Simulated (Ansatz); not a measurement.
Data:

K (bcc, W type)

```
CELL_PARAMETERS angstrom
     -5.27949     5.27949     5.27949
      2.63975    -2.63975     2.63975
      2.63975     2.63975    -2.63975
ATOMIC_POSITIONS crystal
  K  0.00000 0.00000 0.00000
  K  0.50000 0.00000 0.00000
```

A phonon eigenvector at N = (0.5, 0.0, 0.0) is frozen into this cell: atom i moves by Q times the vector below, so Q is the largest atomic displacement, in Å. The cell is held. (q is in reciprocal vectors of the primitive cell; the cell shown is doubled to hold the pattern.)

```csv
atom,x,y,z
K1,0.000,0.707,-0.707
K2,0.000,-0.707,0.707
```

These are PBE (plane waves to 420 eV, PAW, scalar-relativistic; Ansatz, a quantum-chemistry and plane-wave program) values and carry that method's errors. k mesh 13×13×13 (Γ-centred), Fermi-Dirac smearing 0.05 eV. E stands for the smeared free energy. With partly filled bands, energies and forces of such displacements shift with the k mesh and the smearing. K was relaxed with its symmetry unable to fall. The PAW data are Ansatz's earlier set. The zero of ΔE is the undisplaced structure.

The scan covers Q from -0.280 to 0.280 Å in 13 points.

**Question.** Which space group does the distorted structure have?

**Answer.** Cmcm (No. 63), lowered from Im-3m.

**Question.** What is the energy change at Q = 0.280 Å?

**Answer.** 3.5 meV/cell.

**Question.** What harmonic wavenumber does the curvature at Q = 0 give?

**Answer.** 16 cm⁻¹.

(For displaced atoms, the force is minus the slope of the energy, and its curvature is a force constant, which sets phonon frequencies.)
